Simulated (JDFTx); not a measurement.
An input for JDFTx (a modified build) (BaCl2, charge +1, multiplicity 2, CANDLE, acetonitrile, 1 M NaF; bohr, hartree) and the course of its log:

```
lattice \
  25.0388711513 0.0000000000 0.0000000000 \
  0.0000000000 20.3145558397 0.0000000000 \
  0.0000000000 0.0000000000 17.0075351216
coords-type Cartesian
ion Ba 0.0148217648 1.5313353985 -0.0000000000 0
ion Cl -3.9096218706 -1.5236045752 0.0000000000 0
ion Cl 3.9096218706 -1.5313353985 0.0000000000 0
ion-species pseudo/ba_pbe_v1.upf
ion-species pseudo/cl_pbe_v1.4.upf
elec-cutoff 20 100
elec-ex-corr gga-PBE
symmetries none
elec-n-bands 12
spintype z-spin
elec-initial-magnetization 1 yes
elec-initial-charge -1
electronic-scf nIterations 100 energyDiffThreshold 1e-8
fluid LinearPCM
pcm-variant CANDLE
fluid-solvent CH3CN
fluid-cation Na+ 1
fluid-anion F- 1
fluid-minimize nIterations 400 knormThreshold 1e-11
wavefunction read s1.wfns
dump-name s2.$VAR
dump End State Ecomponents EigStats BandEigs Forces ElecDensity IonicPositions FluidDebug
```

```
[one cycle in 5 is shown, and the last three; fluid-solver lines are left out]
SCF: Cycle:  0   Etot: -55.713333431541471   dEtot: -1.001e-03   |Residual|: 1.529e-02   |deigs|: 5.191e-05
SCF: Cycle:  5   Etot: -55.713444789335099   dEtot: -1.883e-05   |Residual|: 1.776e-03   |deigs|: 3.289e-05
SCF: Cycle: 10   Etot: -55.713456103378732   dEtot: -1.405e-06   |Residual|: 2.508e-04   |deigs|: 1.445e-04
SCF: Cycle: 15   Etot: -55.713457420550455   dEtot: -5.172e-10   |Residual|: 1.770e-04   |deigs|: 6.397e-06
SCF: Cycle: 20   Etot: -55.713457472518385   dEtot: -4.021e-08   |Residual|: 1.227e-04   |deigs|: 4.389e-06
SCF: Cycle: 25   Etot: -55.713457501221740   dEtot: -1.443e-08   |Residual|: 4.839e-05   |deigs|: 6.326e-07
SCF: Cycle: 30   Etot: -55.713457427800073   dEtot: +7.585e-08   |Residual|: 1.804e-04   |deigs|: 5.741e-07
SCF: Cycle: 35   Etot: -55.713457435173225   dEtot: +4.932e-08   |Residual|: 1.878e-04   |deigs|: 5.220e-07
SCF: Cycle: 40   Etot: -55.713457499147609   dEtot: -2.390e-08   |Residual|: 5.978e-05   |deigs|: 2.214e-07
SCF: Cycle: 45   Etot: -55.713457504050972   dEtot: -4.785e-09   |Residual|: 2.532e-05   |deigs|: 4.775e-08
SCF: Cycle: 50   Etot: -55.713457476355856   dEtot: +2.771e-08   |Residual|: 1.074e-04   |deigs|: 2.365e-07
SCF: Cycle: 55   Etot: -55.713457476212085   dEtot: -1.914e-09   |Residual|: 1.241e-04   |deigs|: 4.824e-07
SCF: Cycle: 60   Etot: -55.713457498505285   dEtot: -2.235e-08   |Residual|: 6.212e-05   |deigs|: 2.120e-07
SCF: Cycle: 65   Etot: -55.713457504055306   dEtot: -5.490e-09   |Residual|: 2.471e-05   |deigs|: 4.359e-08
SCF: Cycle: 70   Etot: -55.713457474417531   dEtot: +2.964e-08   |Residual|: 1.113e-04   |deigs|: 2.409e-07
SCF: Cycle: 75   Etot: -55.713457475568894   dEtot: -1.940e-09   |Residual|: 1.255e-04   |deigs|: 4.865e-07
SCF: Cycle: 80   Etot: -55.713457498554106   dEtot: -2.283e-08   |Residual|: 6.192e-05   |deigs|: 2.243e-07
SCF: Cycle: 85   Etot: -55.713457504054716   dEtot: -5.512e-09   |Residual|: 2.474e-05   |deigs|: 9.356e-08
SCF: Cycle: 90   Etot: -55.713457474050564   dEtot: +3.000e-08   |Residual|: 1.120e-04   |deigs|: 2.759e-07
SCF: Cycle: 95   Etot: -55.713457475715003   dEtot: -1.453e-09   |Residual|: 1.252e-04   |deigs|: 5.086e-07
SCF: Cycle: 97   Etot: -55.713457504054205   dEtot: -5.520e-09   |Residual|: 2.475e-05   |deigs|: 2.508e-07
SCF: Cycle: 98   Etot: -55.713457474288596   dEtot: +2.977e-08   |Residual|: 1.115e-04   |deigs|: 2.593e-07
SCF: Cycle: 99   Etot: -55.713457475712175   dEtot: -1.424e-09   |Residual|: 1.252e-04   |deigs|: 5.082e-07
SCF: None of the convergence criteria satisfied after 100 iterations.
IonicMinimize: Iter:   0  Etot: -55.713457475712175  |grad|_K:  0.000e+00
IonicMinimize: Converged (|grad|_K<1.000000e-04).
```

This run gave no converged result. The loop ran out of cycles short of its threshold. It has stalled and not diverged: the last ten energies span 3e-08 Ha, so the total is near its end, but levels, forces and the chemical potential aren't shown converged.
